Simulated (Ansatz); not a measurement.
Si₂W:
Space group I4/mmm (No. 139); a = b = 3.203 Å, c = 7.817 Å, α = β = γ = 90.00°

```csv
atom,site,symmetry,x,y,z
Si,4e,4mm,0.0000,0.0000,0.3345
W,2a,4/mmm,0.0000,0.0000,0.0000
```
(The calculation used a cell of 3 atoms; values per cell refer to that cell.)

Relaxed at zero pressure with PBEsol in the plane-wave PAW code Ansatz.

**Question.** The volume is lowered by 6 % and shape and atoms relax at that volume. What pressure results, and how do the axes share the change?

**Answer.** 16.4 GPa; a -2.2 %, b -2.2 %, c -1.7 %; the energy rises by 39 meV/atom.

**Question.** Give the new structure.

**Answer.** 
Space group I4/mmm (No. 139); a = 3.1328 Å, b = 3.1328 Å, c = 7.6800 Å, α = 90.00°, β = 90.00°, γ = 90.00°

```json
[
 {"atom": "Si", "site": "4e", "symmetry": "4mm", "x": "0.0000", "y": "0.0000", "z": "0.3336"},
 {"atom": "W", "site": "2a", "symmetry": "4/mmm", "x": "0.0000", "y": "0.0000", "z": "0.0000"}
]
```

The phase is kept; no other phase was compared at this pressure.

The cell was relaxed with PBEsol under the symmetry of its start. No spin polarisation was allowed. Scalar-relativistic: spin–orbit coupling is off unless named, which matters more the heavier the elements.

Potentials: the earlier of the program's two PAW sets. The files were generated under PBE; for other functionals the program regenerates the frozen cores, and for LDA and PBEsol the local potential too.
